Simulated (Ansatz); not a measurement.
# AlNi3: a vibration from a frozen displacement

Theory: DFT PBEsol, scalar-relativistic, plane waves, PAW in Ansatz 0.2.0. Settings: plane waves to 420 eV, k-mesh 14×14×14 (Γ-centred), Gaussian smearing 0.15 eV. No spin polarisation. A magnetic state may lie lower. Energies are free energies at this smearing, counted from the undisturbed cell; pressure is positive in compression.

Zero of the scan (relaxed at this level; with this scan's settings it stands at 0.1 GPa; it needn't be the usual structure):

```
CELL_PARAMETERS angstrom
0.00000 2.79841 2.79841
2.79841 0.00000 2.79841
2.79841 2.79841 0.00000
ATOMIC_POSITIONS crystal
Al 0.50000 0.50000 0.50000
Ni 0.25000 0.25000 0.25000
Ni 0.00000 0.00000 0.00000
Ni 0.75000 0.75000 0.75000
```

Atom 3 (Ni) is moved by x along the Cartesian unit vector (0.000, 0.000, -1.000); the cell and all other atoms stay fixed. The cell's volume is 43.83 Å³; the moved atoms weigh 58.693 u together and the others 144.368 u. Some rows repeat others by symmetry and weren't run.

```
  x (Å)  ΔE (meV/cell) total force on the moved atoms along the move (eV/Å) pressure (GPa)
-0.6000        1800.94                                                6.2795         22.1981
-0.5400        1445.15                                                5.5846         18.0562
-0.4800        1130.44                                                4.9080         14.3098
-0.4200         856.07                                                4.2384         10.9791
-0.3600         621.72                                                3.5751          8.0809
-0.3000         426.78                                                2.9264          5.6247
-0.2400         270.15                                                2.2987          3.6148
-0.1800         150.48                                                1.6945          2.0533
-0.1200          66.36                                                1.1133          0.9401
 0.0000           0.00                                                0.0000          0.0513
 0.1200          66.36                                               -1.1133          0.9401
 0.1800         150.48                                               -1.6945          2.0533
 0.2400         270.15                                               -2.2987          3.6148
 0.3000         426.78                                               -2.9264          5.6247
 0.3600         621.72                                               -3.5751          8.0809
 0.4200         856.07                                               -4.2384         10.9791
 0.4800        1130.44                                               -4.9080         14.3098
 0.5400        1445.15                                               -5.5846         18.0562
 0.6000        1800.94                                               -6.2795         22.1981
```

Problem. What frequency belongs to this motion?

Solution. The force constant is k = −dF/dx = 9.277 eV/Å², from the parabola through x = -0.1200, 0 and 0.1200. In every cell the moved atoms swing against the rest, so the mass is μ = m₁m₂/(m₁ + m₂) = 41.729 u, and ν̃ = 521.5 cm⁻¹ × √(|k|/μ) = 246 cm⁻¹. The pattern needn't be a normal mode: ν̃² is then a weighted mean of the squared nonzero frequencies at the zone centre of this cell, so it lies between the lowest and the highest of them.

Problem. How far does the harmonic law reach?

Solution. At x = -0.600 Å, kx²/2 = 1669.95 meV against the computed 1800.94 meV (+7.8 %): the well is still close to harmonic there.

Problem. The pressure changes with x². What does that say about the frequency under compression?

Solution. With E = k(V)x²/2, k ∝ V^(−2γ) and x scaling with the cell as V^(1/3), P − P0 = −∂E/∂V = (2γ − 2/3) ΔE/V. At x = 0.1800 Å, V(P − P0) = 43.83 × 2.00196 / 160.2 eV = 547.66 meV and ΔE = 150.48 meV, so γ = 1/3 + V(P − P0)/(2ΔE) = 2.15. This is the Grüneisen parameter of the motion under uniform scaling of the cell: shrinking the cell evenly by 1 % in volume raises the frequency by about 2.15 %.

In a metal these slopes depend on the k mesh and the smearing.

Cost: 10 runs of about 2.4 core-minutes in all, on Intel Xeon 6975P-C (Granite Rapids) (shared hosts).